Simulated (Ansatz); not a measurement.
Data:

LiNbO2 (space group P6_3/mmc)

```
CELL_PARAMETERS angstrom
      2.87039     0.00000     0.00000
     -1.43520     2.48583     0.00000
      0.00000     0.00000    10.22534
ATOMIC_POSITIONS crystal
  Li 0.00000 0.00000 0.00000
  Li 0.00000 0.00000 0.50000
  Nb 0.33333 0.66667 0.75000
  Nb 0.66667 0.33333 0.25000
  O  0.33333 0.66667 0.12224
  O  0.66667 0.33333 0.87776
  O  0.66667 0.33333 0.62224
  O  0.33333 0.66667 0.37776
```

The atoms are displaced by Q × the pattern below (from a DFPT mode at Γ, largest move 1; Q in Å), at fixed cell.

```csv
atom,x,y,z
O5,0.000,0.000,1.000
O6,0.000,0.000,-1.000
O7,0.000,0.000,1.000
O8,0.000,0.000,-1.000
```

Atoms not listed stay in place.

Method: LDA (plane waves to 420 eV, PAW, scalar-relativistic; Ansatz, a program for electronic structure). k mesh 13×13×4 (Γ-centred), Fermi-Dirac smearing 0.05 eV. Energies are smeared free energies. LiNbO2 is run without spin polarisation and with no Hubbard U. LiNbO2 was relaxed with its symmetry unable to fall. ΔE is measured from the undisplaced structure.

The scan covers Q from -0.180 to 0.180 Å in 13 points.

Q: Is this a single well or a double well?

A: A single well with its minimum at or next to zero displacement.

Q: Is the energy the same for displacements of ±0.180 Å, and if not, which side lies higher?

A: Not even: the positive side lies higher at ±0.180 Å.

Q: What is the energy change at Q = 0.180 Å?

A: 1789 meV/cell.

Q: What harmonic wavenumber does the curvature at Q = 0 give?

A: 645 cm⁻¹.

(For displaced atoms, the force is minus the slope of the energy, and its curvature is a force constant, which sets phonon frequencies.)
